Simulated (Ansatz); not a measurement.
Given:

Cl:
```cif
data_Cl
_chemical_formula_sum 'Cl1'
_space_group_name_H-M_alt 'Pm-3m'
_space_group_IT_number 221
_space_group_name_Hall '-P 4 2 3'
_cell_length_a 2.82065
_cell_length_b 2.82065
_cell_length_c 2.82065
_cell_angle_alpha 90.000
_cell_angle_beta 90.000
_cell_angle_gamma 90.000
loop_
_atom_site_label
_atom_site_type_symbol
_atom_site_symmetry_multiplicity
_atom_site_Wyckoff_symbol
_atom_site_fract_x
_atom_site_fract_y
_atom_site_fract_z
_atom_site_occupancy
Cl1 Cl 1 a 0.00000 0.00000 0.00000 1
```

This is the PBE+D3(BJ)-relaxed structure.

Question: All from plane-wave PAW PBE+D3(BJ) (Ansatz code), unless another level is named. Predict the electronic character.

Answer: metallic (no gap).

Question: Next, the density of states at the Fermi level?

Answer: 1.4 states/eV per atom (mean over ±0.08 eV).

The cell is a constructed one: a structure type filled with these elements; neither database checked (COD, Materials Project) lists it. It is not the usual solid phase (space group No. 64). Symmetry was held in the PBE+D3(BJ) relaxation. At this level the phase is dynamically unstable (imaginary phonons). The substance is a gas or liquid at ambient conditions. With an odd number of electrons in the cell and no spin polarisation, the count alone makes it a metal.

Potentials: the later of the program's two PAW sets.
